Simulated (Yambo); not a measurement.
Yambo run on CdTe (zinc blende, space group F-43m, No. 216). The wavefunctions are norm-conserving PBE (stringent potentials; Quantum ESPRESSO, 120 Ry, scalar-relativistic) ones on a 4×4×4 mesh (22 occupied bands); a = b = c = 4.5885 Å, α = β = γ = 60.00°.

Yambo input:

```
rim_cut
HF_and_locXC
RandQpts= 1000000
RandGvec= 1 Ry
EXXRLvcs= 120 Ry
VXCRLvcs= 480 Ry
% QPkrange
 1 | 1 | 22 | 23 |
 3 | 3 | 22 | 23 |
 7 | 7 | 22 | 23 |
 8 | 8 | 22 | 23 |
%
```

k points by index: 1 = Γ, 3 = L, 7 = X, 8 = W.

The o-*.hf file then holds:

```
#    K-point    Band    Eo [eV]    Ehf [eV]    Vxc [eV]    Vnlxc [eV]
#
    1    22    0.000000    -1.972343    -14.39994    -16.37228
    1    23    0.759460    4.546181    -11.97034    -8.183621
    3    22    -0.766949    -2.995313    -13.39153    -15.61989
    3    23    1.821360    5.641497    -11.20406    -7.383925
    7    22    -1.845665    -4.458124    -12.07264    -14.68510
    7    23    2.627909    6.001048    -8.676403    -5.303263
    8    22    -2.173503    -4.772941    -11.32179    -13.92123
    8    23    4.245355    8.892196    -12.92491    -8.278066
```
Exchange alone, without screening.

Spin-orbit coupling is not included.

Geometry relaxed with PBEsol.
